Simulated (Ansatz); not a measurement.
Sb (A7 type, space group R-3m)

```
Sb
1.0
    2.16397     1.24937     3.78144
   -2.16397     1.24937     3.78144
    0.00000    -2.49874     3.78144
Sb
2
Direct
  0.23324   0.23324   0.23324
  0.76676   0.76676   0.76676
```

In this cell atom 1 (Sb, nearest neighbour Sb at 2.920 Å; its periodic images, 4.3 Å or more away, move with it) is moved by s along Cartesian x, unit vector (1.000, 0.000, 0.000); all other atoms and the cell stay fixed.

Level of theory: r2SCAN+rVV10 (plane waves to 500 eV, PAW, scalar-relativistic; Ansatz, a quantum-chemistry and plane-wave program). k mesh 11×11×11 (Γ-centred), Fermi-Dirac smearing 0.05 eV. Energies are smeared free energies. With partly filled bands, energies and forces of such displacements shift with the k mesh and the smearing. F∥ is the force on the atom along that direction. Sb was relaxed with its symmetry unable to fall. Spin-orbit coupling is left out, though Sb is heavy. The zero of ΔE is the undisplaced structure.

```
s (Å)    F∥ (eV/Å)  ΔE (meV/cell)
------  ----------  -------------
-0.580  (withheld)            604
-0.464       1.830            346
-0.348       1.165     (withheld)
-0.232       0.653             70
-0.116       0.293             17
0.000        0.000              0
0.116       -0.293             17
0.232       -0.653             70
0.348       -1.165     (withheld)
0.464       -1.830            346
0.580   (withheld)            604
```

Q: What belongs in the gaps?

A: 
- -0.580, F∥ (eV/Å): 2.641
- -0.348, ΔE (meV/cell): 174
- 0.348, ΔE (meV/cell): 174
- 0.580, F∥ (eV/Å): -2.641

(A displaced cell: forces are minus the slopes of the energy, force constants its curvatures, and phonons follow from these.)
